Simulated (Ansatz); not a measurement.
PtS (NiAs type, P6_3/mmc), the program Ansatz at the r²SCAN level (PAW), all energies at zero smearing, with the estimated change up to a 700 eV cutoff added, with one set of potentials and settings (totals compare only within such a set). Cell of 4 atoms (2 Pt, 2 S): -26887.960 eV.

```
element             reference phase  E (eV/atom)
-------  --------------------------  -----------
Pt       Fm-3m, 1 atoms in the cell  -12538.2501
S        P2/c, 32 atoms in the cell    -905.8150
```

Formation energy per atom, worked out: (-26887.960 − 2×(-12538.2501) − 2×(-905.8150))/4 = 0.042 eV/atom (4 kJ per mol of atoms), at 0 K, without zero-point energy or fitted corrections.

The start of the workflow was typed in or built on a structure type; neither database checked (COD, Materials Project) lists it. COD files the formula under space group No. 131. Its standing as an ambient phase is unchecked. The cell was relaxed with r²SCAN under the symmetry of its start; whether a distortion lowers the energy is not shown. No spin polarisation was allowed. The references are the lowest solids computed at this level, not always the standard phases. Spin–orbit coupling is left out wherever it is not named.

Potentials: the earlier of the program's two PAW sets.
